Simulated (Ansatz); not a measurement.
**Magnetic states of cobalt, A15**

The calculation used DFT, r2SCAN, plane waves (500 eV) with PAW, scalar-relativistic (Ansatz). (PAW data from PBE, frozen cores regenerated.)

Each start was relaxed and then solved on a dense mesh, with Fermi-Dirac smearing of 0.05 eV (0.1 eV in a metal without spin) extrapolated to zero. Rows within 2 meV/atom of each other tie.

Where does each start end, and how do the energies compare? Starts: non-magnetic; ferromagnetic.


```
        start                                 ends  ΔE (meV/atom)  V (Å³/atom)
ferromagnetic  ferromagnetic, net 1.87 μB per atom            0.0        10.93
 non-magnetic                    spin not included          633.4        10.22
```
